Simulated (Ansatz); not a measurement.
Relaxed-ion elastic tensor of LiC in space group Immm (No. 71; Li on 4j, C on 4g) in GPa (Voigt order), the program Ansatz at the PBEsol level (PAW); density 1.38 g/cm³, 11.38 Å³ per atom.

```
78.8   8.8  16.0   0.0   0.0   0.0
 8.8   168  13.8   0.0   0.0   0.0
16.0  13.8  87.4   0.0   0.0   0.0
 0.0   0.0   0.0  22.7   0.0   0.0
 0.0   0.0   0.0   0.0  26.2   0.0
 0.0   0.0   0.0   0.0   0.0  17.0
```

Is the crystal mechanically stable?

Yes: the smallest eigenvalue of C is 17.0 GPa.

Work out the Voigt, Reuss and Hill averages.

K_V = 45.7, K_R = 41.9, K_H = 43.8; G_V = 32.9, G_R = 26.6, G_H = 29.8 GPa.

Give Young's modulus, Poisson's ratio, Pugh's ratio and the universal anisotropy index.

E = 9KG/(3K + G) = 72.8 GPa; ν = 0.22; K/G = 1.47 (brittle by the Pugh limit of 1.75); A_U = 5G_V/G_R + K_V/K_R − 6 = 1.27.

Estimate the sound speeds and the Debye temperature.

v_l = √((K + 4G/3)/ρ) = 7770 m/s, v_t = √(G/ρ) = 4640 m/s, mean 5140 m/s; Θ = (h/k)(3n/4πV)^(1/3) v_m = 680 K.

Solve the Christoffel equation for the three sound speeds along x, y, z.

Eigenvalues of C_ijkl n_j n_l equal ρv². In km/s, slowest first: x 3.50, 4.36, 7.55; y 3.50, 4.06, 11.03; z 4.06, 4.36, 7.95.

How much does each axis shrink under pressure?

Linear compressibilities β_i = Σ_j S_ij (j = 1 to 3): x 10, y 4.7, z 8.8 per TPa.

The workflow started from a Materials Project entry (that database holds measured and hypothetical structures alike); the Crystallography Open Database files this formula in space group No. 71, but the cells were not matched. Whether it is the stable phase at ambient conditions was not checked. The cell was relaxed with PBEsol under the symmetry of its start; its stability against distortions is not shown here.

Potentials: the later of the program's two PAW sets.
